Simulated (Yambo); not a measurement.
```
SrHI
1.0
    4.29119     0.00000     0.00000
    0.00000     4.29119     0.00000
    0.00000     0.00000     8.19040
H Sr I
2 2 2
Direct
  0.50000   0.50000   0.00000
  0.00000   0.00000   0.00000
  0.00000   0.50000   0.15602
  0.50000   0.00000   0.84398
  0.00000   0.50000   0.66477
  0.50000   0.00000   0.33523
```

SrHI (space group P4/nmm, No. 129): mean Im ε in 1 eV windows above the direct gap of 4.59 eV, for different electron-hole kernels (Yambo, broadening 0.15 eV, PBEsol (Quantum ESPRESSO, PseudoDojo norm-conserving, 72 Ry, with spin-orbit coupling) bands; 4×4×2 mesh, 16 valence and 28 conduction bands, static screening with 160 bands and a 3 Ry block, scissor 1.70 eV, Tamm-Dancoff; field along x).

```json
[
 {"window (eV)": "4.6 to 5.6", "independent quasiparticles": "0.6", "RPA (no attraction)": "0.5", "BSE": "6.4"},
 {"window (eV)": "5.6 to 6.6", "independent quasiparticles": "4.8", "RPA (no attraction)": "3.4", "BSE": "9.2"},
 {"window (eV)": "6.6 to 7.6", "independent quasiparticles": "8.3", "RPA (no attraction)": "6.1", "BSE": "5.3"},
 {"window (eV)": "7.6 to 8.6", "independent quasiparticles": "7.3", "RPA (no attraction)": "5.9", "BSE": "4.2"},
 {"window (eV)": "8.6 to 9.6", "independent quasiparticles": "5.0", "RPA (no attraction)": "4.5", "BSE": "3.5"}
]
```

This run doesn't resolve bound excitons or single peaks, so only averages are given, and they too depend on the mesh; weight that the attraction moves below the gap isn't listed. All transitions below 10.15 eV are in the band window. The scissor comes from a G0W0 run whose convergence isn't established.

Geometry relaxed with PBE+D3(BJ).
